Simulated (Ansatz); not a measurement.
SnSe₂ in the CdI2-type structure (r2SCAN+rVV10 geometry), in Ansatz:

```
CELL_PARAMETERS angstrom
3.82515 0.00000 0.00000
-1.91257 3.31268 0.00000
0.00000 0.00000 6.22708
ATOMIC_POSITIONS crystal
Sn 0.00000 0.00000 0.00000
Se 0.33333 0.66667 0.25308
Se 0.66667 0.33333 0.74692
```

G0W0@PBE with 432 empty bands, a screening cutoff of 180 eV and a 6×6×4 mesh (PAW, contour deformation) gives 1.293 eV over the mesh points, from a PBE gap of 0.788 eV; it sums over 455 bands with 415 plane waves in the screening and a wave cutoff of 420 eV. G0W0 values are finite-basis, finite-mesh values. Calculated for a static, non-magnetic cell.

**Question.** Estimate the gap with potentials of the kind norm-conserving.

**Answer.** 1.308 eV (+0.015 eV), from a Kohn-Sham gap of 0.787 eV.

**Question.** Estimate the gap with starting point r2SCAN.

**Answer.** 1.471 eV (+0.178 eV), from a Kohn-Sham gap of 1.066 eV.

**Question.** Estimate the gap with starting point HSE06.

**Answer.** 1.629 eV (+0.336 eV), from a Kohn-Sham gap of 1.410 eV.

**Question.** Estimate the gap with empty bands 179, screening cutoff 100 eV.

**Answer.** 1.290 eV (-0.003 eV), from a Kohn-Sham gap of 0.788 eV.

No spin-orbit coupling is included; it can move band edges with weight on the heavy atoms by tenths of an eV.
